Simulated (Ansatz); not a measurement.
Au:
```
Au
1.0
    0.00000     2.05084     2.05084
    2.05084     0.00000     2.05084
    2.05084     2.05084     0.00000
Au
1
Direct
  0.00000   0.00000   0.00000
```

Relaxed with PBE+D3(BJ). Special points in fractions of this cell's reciprocal vectors: Γ (0.000, 0.000, 0.000); X (0.500, 0.000, 0.500); U (0.625, 0.250, 0.625); K (0.375, 0.375, 0.750); L (0.500, 0.500, 0.500); W (0.500, 0.250, 0.750).

**Question.** List the band energies nearest the Fermi level at these points for the program Ansatz at the PBE+D3(BJ) level (PAW).

**Answer.** In eV from the Fermi level; about four levels below and three above (degenerate sets whole), none deeper than 8.9 eV; … stands for higher levels left out; points with the same levels are listed once.

```tsv
k	below	above
Γ	-4.77 -4.77 -4.77 -3.28 -3.28	…
X	-6.79 -2.14 -1.78 -1.78	0.90 …
U	-5.89 -3.92 -3.00 -2.22	3.68 …
L	-4.80 -4.80 -2.10 -2.10 -1.06	…
W	-5.22 -5.22 -3.43 -1.78	4.53 …
```

Space group Fm-3m (fcc (Cu type)). The PBE+D3(BJ) relaxation kept the symmetry of its start. The pairwise dispersion correction was not fitted to metals. Spin–orbit coupling is left out wherever it is not named.

Potentials: the later of the program's two PAW sets.
